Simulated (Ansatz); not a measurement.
Si₃N₄:
```
CELL_PARAMETERS angstrom
      0.00000     3.89466     3.89466
      3.89466     0.00000     3.89466
      3.89466     3.89466     0.00000
ATOMIC_POSITIONS crystal
  Si 0.62500 0.62500 0.62500
  Si 0.12500 0.62500 0.62500
  Si 0.62500 0.12500 0.62500
  Si 0.62500 0.62500 0.12500
  Si 0.25000 0.25000 0.25000
  Si 0.00000 0.00000 0.00000
  N  0.86754 0.86754 0.86754
  N  0.39737 0.86754 0.86754
  N  0.86754 0.39737 0.86754
  N  0.86754 0.86754 0.39737
  N  0.38246 0.38246 0.38246
  N  0.85263 0.38246 0.38246
  N  0.38246 0.85263 0.38246
  N  0.38246 0.38246 0.85263
```

Relaxed with PBE.

### Question
Map the valence electron density (e/Å³), cut off at 1 on the plane through (0.625, 0.625, 0.625) spanned by u = [1, 0, 0] and v = [-1, 1, 1] in lattice vectors, from plane-wave PAW PBE (Ansatz code).

### Answer
x is the fraction of u, y of v (the angle between them is 90°; rows are the nearest grid lines); atoms in the plane: Si at (0.00, 0.00), Si at (0.50, 0.00), Si at (0.25, 0.62), Si at (0.75, 0.38), N at (0.49, 0.24), N at (0.01, 0.24), N at (0.51, 0.76), N at (0.99, 0.76).
```
y \ x   0.000  0.107  0.179  0.286  0.357  0.464  0.536  0.643  0.714  0.821  0.893   1.00
------  -----  -----  -----  -----  -----  -----  -----  -----  -----  -----  -----  -----
1.00    0.057  0.302  0.367  0.336  0.376  0.083  0.083  0.376  0.336  0.367  0.302  0.057
0.923   0.431  0.316  0.216  0.186  0.263  0.407  0.418  0.283  0.204  0.235  0.336  0.431
0.846    1.00  0.498  0.170  0.113  0.288   1.00   1.00  0.430  0.187  0.269  0.703   1.00
0.769    1.00   1.00  0.403  0.271  0.693   1.00   1.00   1.00  0.379  0.618   1.00   1.00
0.692    1.00   1.00  0.547  0.336  0.813   1.00   1.00  0.636  0.263  0.387   1.00   1.00
0.615   0.278  0.376  0.172  0.084  0.300  0.324  0.235  0.128  0.100  0.110  0.157  0.278
0.538   0.070  0.172  0.281  0.313  0.230  0.088  0.065  0.115  0.168  0.144  0.089  0.070
0.462   0.070  0.089  0.144  0.168  0.115  0.065  0.088  0.230  0.313  0.281  0.172  0.070
0.385   0.278  0.157  0.110  0.100  0.128  0.235  0.324  0.300  0.084  0.172  0.376  0.278
0.308    1.00   1.00  0.387  0.263  0.636   1.00   1.00  0.813  0.336  0.547   1.00   1.00
0.231    1.00   1.00  0.618  0.379   1.00   1.00   1.00  0.693  0.271  0.403   1.00   1.00
0.154    1.00  0.703  0.269  0.187  0.430   1.00   1.00  0.288  0.113  0.170  0.498   1.00
0.0769  0.431  0.336  0.235  0.204  0.283  0.418  0.407  0.263  0.186  0.216  0.316  0.431
0.000   0.057  0.302  0.367  0.336  0.376  0.083  0.083  0.376  0.336  0.367  0.302  0.057
```

The density is the valence pseudo-density with augmentation charge, so density and ELF within about 1 Å of a nucleus are not all-electron values.

Space group Fd-3m. The PBE relaxation kept the symmetry of its start.

Potentials: the later of the program's two PAW sets.
